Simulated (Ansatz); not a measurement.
# Ru (P6_3/mmc): elastic constants by finite strains

Method: r²SCAN, PAW on Ansatz 0.2.0's default frozen-core files (fitted under PBE), scalar-relativistic.

Cell and atoms were relaxed beforehand by PAW with this functional.

Launched as:

```sh
ansatz run input.yaml --threads 1 --pin off --max-ram 2560MiB --backend cpu --events-out ev --progress --plain --runs-dir out
```

Input file:

```yaml
crystal:
  lattice:
    - [2.70300702536, 0.0, 0.0]
    - [-1.35150351268, 2.34087275057, 0.0]
    - [0.0, 0.0, 4.26542158885]
  atoms:
    - { symbol: Ru, position: [0.333333333333, 0.666666666667, 0.25] }
    - { symbol: Ru, position: [0.666666666667, 0.333333333333, 0.75] }
kpoints:
  mp_grid: { grid: [18, 18, 10] }
scf:
  occupations: { method: fermi_dirac, width: 0.08 }
hamiltonian:
  xc: r2scan
  pseudopotentials: { kind: paw }
elastic:
  mode: relaxed_ion
  stencil: four_point
  amplitude: 0.003
```

Output:

```
Warning: RAYON_NUM_THREADS=1 ignored (pool sized by the plan → 1); use --threads N
Engine: ansatz 0.2.0, x86_64-unknown-linux-gnu
Pseudopotentials: kind: paw
Pseudopotential: Ru, paw, valence charge 16, recommended cutoff 500 eV (meta_gga), Ru.paw.azcp
Functional definition: r2SCAN
  parameter k0 = 0.174
  parameter k1 = 0.065
  parameter a1 = 4.9479
  exchange = r2scan_x(k0 = k0, k1 = k1, a1 = a1)
  correlation = r2scan_c
Crystal: 2 atoms, lattice volume = 26.989 Å³
Basis set: ecut = 500 eV, 687 PW (Γ), exchange–correlation on 80×80×128 points (64 copies of the dense FFT grid, shifted against one another)
Bands: 20, of which v1, the nominal top of the filled ones, is band 16 counted from 1 (15 counted from 0)
Symmetry: 24 space group operations
Space group: P63/mmc (ITA 194), of the structure as read, at distance tolerance 3.0e-5 Å
k-points: 222 of 3240
Non-local potential: Ru, projectors of the file, l = 0: 3, l = 1: 2, l = 2: 2, l = 3: 1
PAW form: soft (Blöchl's): semilocal exchange-correlation on the pseudo side does not see the compensation charge
[... 191 lines left out ...]
     3.000e-3       1.7898      -11781.4267330       2  111362    704   relax 3 steps, max|allowed force component| 1.21e-7 eV/Å
     6.000e-3       3.5297      -11781.4253877       2  111362    708   relax 2 steps, max|allowed force component| 3.84e-5 eV/Å
  strain η (Voigt 33):  stress-route row diagonal C_33 = 678.95 GPa, energy-path curvature d²(F+E_count+ΔE)/dδ²/Ω₀ = 678.93 GPa
    cells at ±δ against ±2δ: C33 679.04 and 679.31 GPa, apart by 0.04 % of the column's largest entry
         δ    σ_33 (GPa)             F (eV)   n_scf  n_hpsi   n_pw
    -6.000e-3      -4.1683      -11781.4250968      10  112081    699   relax 0 steps, max|allowed force component| 3.70e-17 eV/Å
    -3.000e-3      -2.0595      -11781.4266709       4   70364    701   relax 0 steps, max|allowed force component| 2.78e-17 eV/Å
     3.000e-3       2.0147      -11781.4266765       4   70303    708   relax 0 steps, max|allowed force component| 3.47e-17 eV/Å
     6.000e-3       3.9833      -11781.4251596       8   94594    711   relax 0 steps, max|allowed force component| 4.16e-17 eV/Å
  strain η (Voigt 23):  stress-route row diagonal C_44 = 200.17 GPa, energy-path curvature d²(F+E_count+ΔE)/dδ²/Ω₀ = 200.16 GPa
    cells at ±δ against ±2δ: C44 200.15 and 200.09 GPa, apart by 0.03 % of the column's largest entry
         δ    σ_23 (GPa)             F (eV)   n_scf  n_hpsi   n_pw
    -6.000e-3      -1.2005      -11781.4265815       2  176784    704   relax 3 steps, max|allowed force component| 3.79e-6 eV/Å
    -3.000e-3      -0.6004      -11781.4270359       2  176667    703   relax 3 steps, max|allowed force component| 4.40e-7 eV/Å
     3.000e-3       0.6004      -11781.4270359       2  176723    703   relax 3 steps, max|allowed force component| 4.40e-7 eV/Å
     6.000e-3       1.2005      -11781.4265815       2  176814    704   relax 3 steps, max|allowed force component| 3.79e-6 eV/Å
```

The calculation finished and met its thresholds.

### Elastic moduli

Elastic constants of a crystal by Kohn-Sham DFT: slopes of the stress over finite engineering strains of the given cell, Voigt indices, Cartesian axes as in the input; Hill averages of a grain aggregate, Debye temperature from the mean sound speed over directions.

```
Bulk modulus                     : 337.4 GPa
Shear modulus                    : 208.3 GPa
Young modulus                    : 518.2 GPa
Poisson ratio                    : 0.244
Bulk over shear modulus          : 1.62
Elastic anisotropy index         : 0.0205
Least young modulus              : 504.2 GPa
Largest young modulus            : 588.6 GPa
Longitudinal sound speed         : 7033 m/s
Transverse sound speed           : 4092 m/s
Elastic debye temperature        : 567.5 K
Linear compressibility (x, y, z) : 1.038, 1.038, 0.8918 1/TPa
```

Elastic constants:

* Pressure at rest: 0 GPa
* Least elastic eigenvalue: 200.2 GPa
* Elastically stable: yes

```
index  elastic (GPa)
   11          605.2
   12          195.2
   13          190.1
   33            679
   44          200.2
```

### Strained cells

Stress of each strained cell less that at rest, tension positive.

```
strain component  strain  stress xx (GPa)  stress yy (GPa)  stress zz (GPa)  stress yz (GPa)  stress xz (GPa)  stress xy (GPa)  relaxation steps
              xx  -0.006           -3.736            -1.19           -1.156                0                0                0                 3
              xx  -0.003           -1.841          -0.5903          -0.5741                0                0                0                 2
              xx   0.003             1.79           0.5809           0.5666                0                0                0                 3
              xx   0.006             3.53            1.153            1.125                0                0                0                 2
              zz  -0.006           -1.171           -1.171           -4.169                0                0                0                 0
              zz  -0.003          -0.5779          -0.5779           -2.061                0                0                0                 0
              zz   0.003           0.5627           0.5627            2.014                0                0                0                 0
              zz   0.006             1.11             1.11            3.982                0                0                0                 0
              yz  -0.006          -0.0061           -0.009          -0.0196             -1.2                0                0                 3
              yz  -0.003          -0.0015          -0.0022          -0.0049          -0.6004                0                0                 3
              yz   0.003          -0.0015          -0.0022          -0.0049           0.6004                0                0                 3
              yz   0.006          -0.0061           -0.009          -0.0196              1.2                0                0                 3
```

Limits of these numbers: frozen-core PAW files fitted under PBE, their cores solved anew for the functional of the run; responses of metals move with mesh and smearing; elastic stability says nothing of phonons or of other phases.

It took 11 min on 1 thread of Intel(R) Xeon(R) Platinum 8375C CPU @ 2.90GHz (Ice Lake), on a shared host, peak memory 0.92 GiB.
